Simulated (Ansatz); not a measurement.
An Ansatz (a quantum-chemistry and plane-wave program) run. Input:

Ansatz 0.2 input:
```yaml
crystal:
  lattice:
    - [-1.8844769523, 1.8844769523, 4.7802948011]
    - [1.8844769523, -1.8844769523, 4.7802948011]
    - [1.8844769523, 1.8844769523, -4.7802948011]
  atoms:
    - { symbol: Ti, position: [0.0, 0.0, 0.0] }
    - { symbol: Ti, position: [0.75, 0.25, 0.5] }
    - { symbol: O, position: [0.9573948371, 0.4573948371, 0.5] }
    - { symbol: O, position: [0.2073948371, 0.2073948371, 0.0] }
    - { symbol: O, position: [0.7926051629, 0.7926051629, 0.0] }
    - { symbol: O, position: [0.5426051629, 0.0426051629, 0.5] }
kpoints:
  mp_grid: { grid: [6, 6, 6] }
hamiltonian:
  xc: hse06
  pseudopotentials: { azcp: { folder: ./paw }, kind: paw }
scf:
  n_extra_bands: 6
  occupations: { method: fixed }
output:
  eigenvalues: true
  eigenstates:
    e_range: [-9.0, 11.2]
    kpoints:
      - [0.0, 0.0, 0.4375]  # VBM
      - [0.0, 0.0, 0.0]  # CBM
      - [0.0, 0.0, 0.0]  # GAMMA
      - [0.5, 0.5, -0.5]  # M
      - [0.0, 0.0, 0.5]  # X
      - [0.25, 0.25, 0.25]  # P
      - [0.0, 0.5, 0.0]  # N
      - [-0.2888519041, 0.2888519041, 0.2888519041]  # S_0
      - [0.2888519041, 0.7111480959, -0.2888519041]  # S
      - [-0.0777038083, 0.0777038083, 0.5]  # R
      - [0.5, 0.5, -0.0777038083]  # G
```

Output (shortened):

```
basis.fft_grid_basis auto: the FFT boxes are laid along the combinations [[1, 0, 1], [0, 1, 1], [0, 0, 1]] of the cell's own vectors, 3.769, 3.769 and 5.473 Å …
Pseudopotentials: kind: paw
Pseudopotential: Ti, paw, valence charge 12
Pseudopotential: O, paw, valence charge 6
Functional definition: HSE06
davidson cushion auto → on  (no smearing: the cushion is to keep the highest requested band from converging to the state above it …
Crystal: 6 atoms, lattice volume = 67.904 Å³
Basis set: ecut = 420 eV, 1315 PW (Γ), FFT grids on a1+a3, a2+a3, a3
Bands: 30, of which v1, the nominal top of the filled ones, is band 24 counted from 1 (23 counted from 0)
Symmetry: 16 space group operations
Space group: I41/amd (ITA 141), of the structure as read, at distance tolerance 4.1e-5 Å
k-points: 30 of 216
PAW frozen core: Ti, regenerated for the run's functional, and the local potential with it
PAW frozen core: O, regenerated for the run's functional, and the local potential with it
Initial density: superposition of atomic densities (chi_scale 0.1, normalization cell, long waves kept (reshape's long-wave potential 0.00 eV rms))
Initial wavefunctions: pseudopotential atomic-orbital guess
Eigensolver: davidson
Functional: x = pbe(κ = 0.804, μ = 0.2195149727645171), c = pbe(β = 0.06672455060314922), warm-up for x = pbe(κ = 0.804, μ = 0.2195149727645171) + 0.25 (exact …
SCF iter   1: F=—  HF=-7277.839080 eV  |F-HF|=—  |Δ(HF+E_count)|=         —  Δρ=6.46e-2  dr2=3.05e0  ethr=1.00e-1  ⟨swp⟩=3.2  Hψ=2642  notcnv=0
preconditioner: auto → none
SCF iter   2: F=—  HF=-7277.770944 eV  |F-HF|=—  |Δ(HF+E_count)|=   6.81e-2  Δρ=6.51e-2  dr2=2.32e0  ethr=6.36e-3  ⟨swp⟩=3.5  Hψ=2608  notcnv=0
SCF iter   3: F=—  HF=-7277.564183 eV  |F-HF|=—  |Δ(HF+E_count)|=   2.07e-1  Δρ=3.41e-2  dr2=8.52e-1  ethr=4.83e-3  ⟨swp⟩=3.2  Hψ=2230  notcnv=0
SCF iter   4: F=—  HF=-7277.498391 eV  |F-HF|=—  |Δ(HF+E_count)|=   6.58e-2  Δρ=1.80e-2  dr2=2.39e-1  ethr=1.77e-3  ⟨swp⟩=2.0  Hψ=1980  notcnv=0
iter 5 solved again at ethr=1.78e-5 eV; its pass at ethr=4.98e-4 eV (dr2=8.54e-3 eV) is discarded
SCF iter   5: F=—  HF=-7277.482084 eV  |F-HF|=—  |Δ(HF+E_count)|=   1.63e-2  Δρ=3.56e-3  dr2=8.54e-3  ethr=1.78e-5  ⟨swp⟩=2.3  Hψ=4153  notcnv=0
SCF iter   6: F=-7277.482391 eV  HF=-7277.482406 eV  |F-HF|=1.46e-5  |Δ(HF+E_count)|=   3.22e-4  Δρ=5.57e-4  dr2=1.86e-4  ethr=1.78e-5  ⟨swp⟩=2.9  Hψ=2036  notcnv=0
SCF 1 stopped early in 6 iterations: F = -7277.482391 eV  dr2 = 1.86e-4
Crystal: 6 atoms, lattice volume = 67.904 Å³
Initial density: handed on by an earlier stage of this run
Initial wavefunctions: those handed on with the density
Functional: x = pbe(κ = 0.804, μ = 0.2195149727645171) + 0.25 (exact − pbe) at short range (hse, ω = 0.20786987370883472 Å⁻¹), c = pbe(β = 0.06672455060314922); HSE06 as pw.x's `hse` composes it (authors' and Libxc's form: `xc: wpbeh`)
Exchange kernel: α = 0.2500, screened, ω = 0.2079 Å⁻¹, Wigner–Seitz truncation, v(0) = 1046.6906 eV·Å³, q-mesh 6×6×6, nearest image of the exchange supercell L …
Frozen-core exchange: fock
SCF iter   1: F=—  HF=-7276.261747 eV  |F-HF|=—  |Δ(HF+E_count)|=         —  Δρ=3.35e-2  dr2=1.05e0  ethr=3.88e-6  ⟨swp⟩=6.9  Hψ=4910  notcnv=0
preconditioner: auto → none
SCF iter   2: F=—  HF=-7275.986912 eV  |F-HF|=—  |Δ(HF+E_count)|=   2.75e-1  Δρ=9.31e-3  dr2=7.28e-2  ethr=3.88e-6  ⟨swp⟩=5.6  Hψ=3989  notcnv=0
SCF iter   3: F=—  HF=-7276.015907 eV  |F-HF|=—  |Δ(HF+E_count)|=   2.90e-2  Δρ=1.99e-3  dr2=3.43e-3  ethr=3.88e-6  ⟨swp⟩=5.0  Hψ=3712  notcnv=0
SCF iter   4: F=—  HF=-7276.016399 eV  |F-HF|=—  |Δ(HF+E_count)|=   4.92e-4  Δρ=1.12e-3  dr2=6.32e-4  ethr=3.88e-6  ⟨swp⟩=4.0  Hψ=2999  notcnv=0
SCF iter   5: F=—  HF=-7276.016251 eV  |F-HF|=—  |Δ(HF+E_count)|=   1.48e-4  Δρ=2.81e-4  dr2=6.32e-5  ethr=1.28e-6  ⟨swp⟩=3.0  Hψ=2124  notcnv=0
SCF iter   6: F=-7276.016244 eV  HF=-7276.016245 eV  |F-HF|=1.47e-7  |Δ(HF+E_count)|=   6.58e-6  Δρ=2.09e-5  dr2=1.98e-5  ethr=9.10e-8  ⟨swp⟩=3.6  Hψ=2535  notcnv=0
SCF 2 stopped early in 6 iterations: F = -7276.016244 eV  dr2 = 1.98e-5
hybrid outer 1: dexx = +5.330e-2 eV, tail = 2.02e-4 eV
Crystal: 6 atoms, lattice volume = 67.904 Å³
Exchange kernel: α = 0.2500, screened, ω = 0.2079 Å⁻¹, Wigner–Seitz truncation, v(0) = 1046.6906 eV·Å³, q-mesh 6×6×6, nearest image of the exchange supercell L …
Frozen-core exchange: fock
SCF iter   1: F=—  HF=-7276.015510 eV  |F-HF|=—  |Δ(HF+E_count)|=         —  Δρ=4.29e-4  dr2=1.29e-4  ethr=2.11e-6  ⟨swp⟩=3.0  Hψ=2217  notcnv=0
preconditioner: auto → none
iter 2 solved again at ethr=2.27e-8 eV; its pass at ethr=2.61e-7 eV (dr2=1.09e-5 eV) is discarded
SCF iter   2: F=—  HF=-7276.015483 eV  |F-HF|=—  |Δ(HF+E_count)|=   2.69e-5  Δρ=1.16e-4  dr2=1.37e-5  ethr=2.27e-8  ⟨swp⟩=3.0  Hψ=4055  notcnv=0
SCF iter   3: F=—  HF=-7276.015483 eV  |F-HF|=—  |Δ(HF+E_count)|=   3.08e-7  Δρ=1.13e-4  dr2=1.28e-5  ethr=2.21e-8  ⟨swp⟩=4.0  Hψ=2850  notcnv=0
SCF iter   4: F=—  HF=-7276.015481 eV  |F-HF|=—  |Δ(HF+E_count)|=   1.94e-6  Δρ=5.47e-5  dr2=3.20e-6  ethr=2.02e-8  ⟨swp⟩=2.0  Hψ=1980  notcnv=0
SCF iter   5: F=—  HF=-7276.015488 eV  |F-HF|=—  |Δ(HF+E_count)|=   6.77e-6  Δρ=3.39e-5  dr2=9.63e-7  ethr=4.71e-9  ⟨swp⟩=4.3  Hψ=2683  notcnv=0
SCF iter   6: F=—  HF=-7276.015488 eV  |F-HF|=—  |Δ(HF+E_count)|=   2.03e-7  Δρ=1.11e-5  dr2=1.82e-7  ethr=1.79e-9  ⟨swp⟩=2.0  Hψ=1980  notcnv=0
SCF iter   7: F=—  HF=-7276.015488 eV  |F-HF|=—  |Δ(HF+E_count)|=   6.27e-7  Δρ=2.51e-5  dr2=4.47e-7  ethr=1.90e-10  ⟨swp⟩=4.7  Hψ=2716  notcnv=0  defer=2
SCF iter   8: F=-7276.015488 eV  HF=-7276.015488 eV  |F-HF|=1.58e-9  |Δ(HF+E_count)|=   1.11e-7  Δρ=1.75e-6  dr2=3.09e-9  ethr=1.90e-10  ⟨swp⟩=4.0  Hψ=2795  notcnv=0
SCF 3 converged in 8 iterations: F = -7276.015488 eV  dr2 = 3.09e-9
hybrid outer 2: dexx = +8.283e-6 eV, tail = 6.16e-8 eV, Δε = 8.13e-3 eV (about 1.55e-4 eV left of the loop's levels)
NSCF: frozen V_eff on 11 k-points
hybrid SCF converged: 2 outer / 14 inner (+6 warm-up), last move |dexx| = 8.28e-6 eV, tail = 6.16e-8 eV
Stability not checked (fock_operator)
Free energy (F): -7276.015487 eV
Frozen-core exchange: fock
Harris-Foulkes:  -7276.015487 eV  (|F-HF|=1.58e-9)
Internal energy: -7276.015487 eV  (E = F + TS)
E sigma→0 (E₀):  -7276.015487 eV
Fermi energy:    6.247204 eV
--- Per-component energies (eV) ---
  E_band       = -571.757961
  E_kinetic    = 1236.493030
  E_local      = -3652.892681  (includes V_loc(G=0)·N_el)
  E_nonlocal   = 312.525602
  E_hartree    = 1402.523334
  E_xc         = -418.652179
  E_vxc        = -525.371225  (∫ρ·V_xc dr)
  E_exx        = -157.184705  (= α·E_x^exact, valence–valence)
  E_paw        = -2673.130546  (= ΣΔE_a)
  E_vpaw       = -433.192620  (= ΣTr[D̂ρ^β])
  E_aug_tail   = 0.002884  (compensation charges beyond the density's cutoff)
  E_ewald      = -3325.249712
  E_core_change = -0.450515  (= ΣΔE_core)
  E_smearing   =  0.000000  (= −TS)
  E_closure    = 0.000000  (closes the sum)
  Σ components = -7276.015487   (vs F -7276.015487, Δ=0.00e0)
  [band-id]    e_kinetic+e_local+e_nonlocal+2·e_hartree+e_vxc+2·e_exx+e_vpaw+e_augmentation_tail = -571.757752   (vs E_band -571.757961, Δ=2.09e-4)
--- Band table (eV; the first three rows and the last of 30) ---
  k-point 0: bands = ["-54.2840", "-54.2197", "-29.1361", "-28.8827", "-28.8827", "-28.8080", "-28.8080", "-28.6947", "-13.0875", "-11.9894", "-11.8499", "-11.4722", "1.9177", "2.1241", "2.1241", "2.4786", "4.0311", "4.0311", "4.0313", "5.4460", "5.4843", "5.4843", "5.8124", "5.8124", "9.9608", "10.8071", "12.0840", "12.0840", "12.1248", "12.1248"]
  k-point 1: bands = ["-54.2788", "-54.2231", "-29.1324", "-28.9324", "-28.8997", "-28.8363", "-28.8065", "-28.6892", "-12.8069", "-11.8208", "-11.7270", "-11.3886", "1.5847", "1.7954", "1.8698", "2.5584", "3.5292", "4.0867", "4.2398", "4.7062", "4.8330", "5.0351", "5.5731", "6.0406", "10.9166", "10.9675", "11.1991", "11.7315", "11.7483", "12.1344"]
  k-point 2: bands = ["-54.2651", "-54.2330", "-29.1230", "-29.0244", "-28.9301", "-28.8948", "-28.7873", "-28.7029", "-12.1523", "-11.5349", "-11.4482", "-11.2381", "1.0942", "1.3935", "1.7089", "2.7465", "2.8879", "2.9878", "3.0880", "3.4007", "4.0469", "5.3007", "5.6454", "6.1919", "11.0054", "11.2497", "11.5140", "11.8412", "12.4173", "12.7902"]
  k-point 29: bands = ["-54.2520", "-54.2520", "-28.9194", "-28.9194", "-28.9112", "-28.9112", "-28.7791", "-28.7791", "-12.4646", "-12.4646", "-11.7610", "-11.7610", "2.1885", "2.1885", "2.2236", "2.2236", "4.0892", "4.0892", "4.8011", "4.8011", "4.9039", "4.9039", "6.1918", "6.1918", "10.3687", "10.3687", "11.8903", "11.8903", "12.3412", "12.3412"]
  band table: 30 of 30 bands, residual norms ≤ 1.0e-3 eV
```

Cost: around 4 core-minutes (rough) on shared cores.

The points marked VBM and CBM come from a semilocal run.

Space group I4_1/amd (anatase). The PBEsol relaxation kept the symmetry of its start. The run is not spin-polarised.

Potentials: the earlier of the program's two PAW sets. The files were generated under PBE; for other functionals the program regenerates the frozen cores, and for LDA and PBEsol the local potential too.

Ansatz is a plane-wave DFT program.
